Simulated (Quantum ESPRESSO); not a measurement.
# Pt3In2AlTa2: input and log of a self-consistent run

A calculation, not a measurement. The program is pw.x of Quantum ESPRESSO 7.5 (plane-wave density functional theory). The cell is made up: eight metal atoms on a face-centred cubic lattice, with elements, volume, strain and displacements drawn at random and not relaxed, so it may be unstable or far from any real phase. PseudoDojo standard norm-conserving files set the functional (PBE unless stated); there is no spin polarisation or spin-orbit coupling, the Fermi-Dirac width of 0.25 eV means electrons at about 2900 K, and the masses in the input are unused placeholders. Heavy elements are run without spin-orbit coupling, which real alloys of them have. A spin test at this wide smearing found no moment, but such smearing suppresses magnetism that the real alloy may have.

Input:

```
&control calculation='scf', pseudo_dir='./dojo.nc.sr.pbe.v0_5.standard.upf', outdir='./o', disk_io='minimal', tprnfor=.true., tstress=.true. /
&system ibrav=0, nat=8, ntyp=4, nbnd=69, ecutwfc=84.00895049, nosym=.true., tot_charge=0,
 occupations='smearing', smearing='fd', degauss=0.0183746611
/
&electrons conv_thr=1.470e-08, electron_maxstep=70, mixing_beta=0.5 /
ATOMIC_SPECIES
Al 1.0 Al.upf
In 1.0 In.upf
Pt 1.0 Pt.upf
Ta 1.0 Ta.upf
CELL_PARAMETERS angstrom
0.0545 -2.0826 -2.0922
-0.0181 4.1816 -4.2009
8.2421 -0.1273 -0.0911
ATOMIC_POSITIONS angstrom
Pt -0.0254 0.0547 -0.1167
In 4.0647 -0.148 0.0788
Pt -0.2008 2.1998 -2.2097
Al 4.0518 1.7836 -2.2704
Ta 2.1606 -0.0779 -2.1455
Ta 6.3716 -0.2437 -2.1592
Pt 2.0207 1.9634 -4.1366
In 6.2653 1.8872 -4.3197
K_POINTS automatic
8 4 3 1 1 1
```

The log is shortened where brackets say so; the opening notice, blank lines, dates and the lines on written files are dropped, and the path of the files is cut. It prints rydbergs, bohrs and kilobars, and counts compression as positive stress. Its total energy is the free energy E - TS of the whole cell.

```
     Program PWSCF v.7.5
     Parallel version (MPI & OpenMP), running on       4 processor cores
     Number of MPI processes:                 4
     Threads/MPI process:                     1
     [start-up lines left out]
     bravais-lattice index     =            0
     lattice parameter (alat)  =       5.5795  a.u.
     unit-cell volume          =     972.8747 (a.u.)^3
     number of atoms/cell      =            8
     number of atomic types    =            4
     number of electrons       =       109.00
     number of Kohn-Sham states=           69
     kinetic-energy cutoff     =      84.0090  Ry
     charge density cutoff     =     336.0358  Ry
     scf convergence threshold =      1.5E-08
     mixing beta               =       0.5000
     number of iterations used =            8  plain     mixing
     Exchange-correlation= PBE
                           (   1   4   3   4   0   0   0)
     [axes and pseudopotential details left out]
   Cartesian axes
     site n.     atom                  positions (alat units)
         1        Pt     tau(   1) = (  -0.0086028   0.0185264  -0.0395253  )
         2        In     tau(   2) = (   1.3766790  -0.0501263   0.0266889  )
         3        Pt     tau(   3) = (  -0.0680092   0.7450534  -0.7484064  )
         4        Al     tau(   4) = (   1.3723098   0.6040900  -0.7689650  )
         5        Ta     tau(   5) = (   0.7317766  -0.0263841  -0.7266624  )
         6        Ta     tau(   6) = (   2.1580062  -0.0825391  -0.7313025  )
         7        Pt     tau(   7) = (   0.6843937   0.6649867  -1.4010309  )
         8        In     tau(   8) = (   2.1220033   0.6391784  -1.4630453  )
     number of k points=    48  Fermi-Dirac smearing, width (Ry)=  0.0184
                       cart. coord. in units 2pi/alat
        k(    1) = (   0.0587497   0.0007219  -0.0873890), wk =   0.0416667
        k(    2) = (  -0.1801531  -0.0029211  -0.0899859), wk =   0.0416667
     [further k points left out]
     Dense  grid:   101239 G-vectors     FFT dimensions: (  36,  72,  96)
     Estimated max dynamical RAM per process >     351.40 MB
     Estimated total dynamical RAM >       1.30 GB
     Initial potential from superposition of free atoms
     starting charge     108.9875, renormalised to     109.0000
     Starting wfcs are   72 randomized atomic wfcs
     total cpu time spent up to now is        5.5 secs
     per-process dynamical memory:   275.3 Mb
     Self-consistent Calculation
     iteration #  1     ecut=    84.01 Ry     beta= 0.50
     Davidson diagonalization with overlap
     ethr =  1.00E-02,  avg # of iterations =  4.9
     total cpu time spent up to now is       18.9 secs
     total energy              =   -1313.34685944 Ry
     estimated scf accuracy    <       2.02305500 Ry
     iteration #  2     ecut=    84.01 Ry     beta= 0.50
     Davidson diagonalization with overlap
     ethr =  1.86E-03,  avg # of iterations =  3.9
     total cpu time spent up to now is       32.5 secs
     total energy              =   -1313.04609910 Ry
     estimated scf accuracy    <      17.02782207 Ry
     iteration #  3     ecut=    84.01 Ry     beta= 0.50
     Davidson diagonalization with overlap
     ethr =  1.86E-03,  avg # of iterations =  3.0
     total cpu time spent up to now is       45.0 secs
     total energy              =   -1314.38126021 Ry
     estimated scf accuracy    <       0.78612838 Ry
     iteration #  4     ecut=    84.01 Ry     beta= 0.50
     Davidson diagonalization with overlap
     ethr =  7.21E-04,  avg # of iterations =  2.4
     total cpu time spent up to now is       56.2 secs
     total energy              =   -1314.42470069 Ry
     estimated scf accuracy    <       0.86818915 Ry
     iteration #  5     ecut=    84.01 Ry     beta= 0.50
     Davidson diagonalization with overlap
     ethr =  7.21E-04,  avg # of iterations =  1.4
     total cpu time spent up to now is       66.3 secs
     total energy              =   -1314.47842913 Ry
     estimated scf accuracy    <       0.14269844 Ry
     [iterations 6 to 12 left out]
     iteration # 13     ecut=    84.01 Ry     beta= 0.50
     Davidson diagonalization with overlap
     ethr =  1.73E-09,  avg # of iterations =  2.0
     total cpu time spent up to now is      159.1 secs
     total energy              =   -1314.49785815 Ry
     estimated scf accuracy    <       0.00000026 Ry
     iteration # 14     ecut=    84.01 Ry     beta= 0.50
     Davidson diagonalization with overlap
     ethr =  2.35E-10,  avg # of iterations =  3.2
     total cpu time spent up to now is      171.2 secs
     total energy              =   -1314.49785813 Ry
     estimated scf accuracy    <       0.00000103 Ry
     iteration # 15     ecut=    84.01 Ry     beta= 0.50
     Davidson diagonalization with overlap
     ethr =  2.35E-10,  avg # of iterations =  2.0
     total cpu time spent up to now is      181.7 secs
     total energy              =   -1314.49785821 Ry
     estimated scf accuracy    <       0.00000013 Ry
     iteration # 16     ecut=    84.01 Ry     beta= 0.50
     Davidson diagonalization with overlap
     ethr =  1.21E-10,  avg # of iterations =  1.8
     total cpu time spent up to now is      191.9 secs
     total energy              =   -1314.49785822 Ry
     estimated scf accuracy    <       0.00000002 Ry
     iteration # 17     ecut=    84.01 Ry     beta= 0.50
     Davidson diagonalization with overlap
     ethr =  1.94E-11,  avg # of iterations =  2.1
     total cpu time spent up to now is      202.5 secs
     End of self-consistent calculation
     [lines on levels left out]
!    total energy              =   -1314.49785822 Ry
     estimated scf accuracy    <          3.7E-09 Ry
     smearing contrib. (-TS)   =      -0.08324310 Ry
     internal energy E=F+TS    =   -1314.41461511 Ry
     The total energy is F=E-TS. E is the sum of the following terms:
     one-electron contribution =    -471.76214675 Ry
     hartree contribution      =     300.70630389 Ry
     xc contribution           =    -284.23226567 Ry
     ewald contribution        =    -859.12650659 Ry
     convergence has been achieved in  17 iterations
     Forces acting on atoms (cartesian axes, Ry/au):
     atom    1 type  3   force =     0.05042244    0.00123456   -0.00230220
     atom    2 type  2   force =    -0.01930799    0.00532330   -0.01766974
     atom    3 type  3   force =     0.05968431   -0.04969970    0.03736388
     atom    4 type  1   force =     0.00182187    0.00888528    0.02139689
     atom    5 type  4   force =    -0.08161732   -0.00485324   -0.02422509
     atom    6 type  4   force =    -0.02392071    0.03906044   -0.03390059
     atom    7 type  3   force =     0.01798832    0.00069610    0.01014472
     atom    8 type  2   force =    -0.00507091   -0.00064674    0.00919213
     Total force =     0.149290     Total SCF correction =     0.000238
     Computing stress (Cartesian axis) and pressure
          total   stress  (Ry/bohr**3)                   (kbar)     P=       -2.69
  -0.00004203   0.00000817   0.00010640           -6.18        1.20       15.65
   0.00000817   0.00008664   0.00007466            1.20       12.75       10.98
   0.00010640   0.00007466  -0.00009949           15.65       10.98      -14.64
     init_run     :      5.16s CPU      5.36s WALL (       1 calls)
     electrons    :    192.87s CPU    197.09s WALL (       1 calls)
     forces       :      2.12s CPU      2.14s WALL (       1 calls)
     stress       :      7.21s CPU      7.38s WALL (       1 calls)
     [timing details left out]
     PWSCF        :   3m27.46s CPU   3m32.15s WALL
     JOB DONE.
```

In other units: free energy -17884.654 eV for the cell, pressure -0.27 GPa, largest force component 2.098 eV/Å in size. The run took 214 s of wall time with four MPI processes on a shared machine (Intel Xeon, 2023 or later, virtual cores), so the time is rough. A rerun of this cell at a higher cutoff and on a denser mesh moved values by no more than 0.004 eV in energy, 0.06 GPa in stress and 0.009 eV/Å in force, and a second program with other atomic files agreed on that cell to 2 % rms in force and 0.5 GPa in pressure.